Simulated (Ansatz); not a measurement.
NbAg:
```yaml
crystal:
  lattice:
    - [4.71075, 0.00000, 0.00000]
    - [0.00000, 2.73916, 0.00000]
    - [0.00000, 0.00000, 5.23577]
  atoms:
    - { symbol: Ag, position: [0.25000, 0.00000, 0.85289] }
    - { symbol: Ag, position: [0.75000, 0.00000, 0.14711] }
    - { symbol: Nb, position: [0.25000, 0.50000, 0.35023] }
    - { symbol: Nb, position: [0.75000, 0.50000, 0.64977] }
```

Relaxed with PBEsol. Special points in fractions of this cell's reciprocal vectors: Γ (0.000, 0.000, 0.000); X (0.500, 0.000, 0.000); S (0.500, 0.500, 0.000); Y (0.000, 0.500, 0.000); Z (0.000, 0.000, 0.500); U (0.500, 0.000, 0.500); R (0.500, 0.500, 0.500); T (0.000, 0.500, 0.500).

Task: List the band energies nearest the Fermi level at these points for DFT-PBEsol in the program Ansatz with PAW potentials.

Result: In eV from the Fermi level; about four levels below and three above (degenerate sets whole), none deeper than 8.9 eV; points with the same levels are listed once.

```
k                    below                above
-  -----------------------  -------------------
Γ  -2.23 -1.59 -1.28 -1.27       0.41 1.67 2.59
X  -1.85 -1.85 -0.95 -0.95  0.46 0.46 2.66 2.66
S  -1.32 -1.32 -0.91 -0.91  0.21 0.21 3.11 3.11
Y  -2.83 -2.11 -1.18 -1.11       0.05 0.45 0.67
Z  -2.16 -1.73 -1.35 -1.13       1.19 2.54 2.80
U  -1.57 -1.57 -0.25 -0.25  2.36 2.36 3.04 3.04
R  -0.24 -0.24 -0.14 -0.14  1.15 1.15 2.31 2.31
T  -1.17 -0.87 -0.56 -0.54       0.08 1.62 2.25
```

Space group Pmma. The start of the workflow was typed in or built on a structure type; neither database checked (COD, Materials Project) lists it. Its standing as an ambient phase is unchecked. The cell was relaxed with PBEsol under the symmetry of its start; phonons show weakly imaginary modes. The run is not spin-polarised. Its formation energy is positive at this level, so the cell may be metastable or incomplete. Spin–orbit coupling is left out wherever it is not named.

Potentials: the later of the program's two PAW sets.
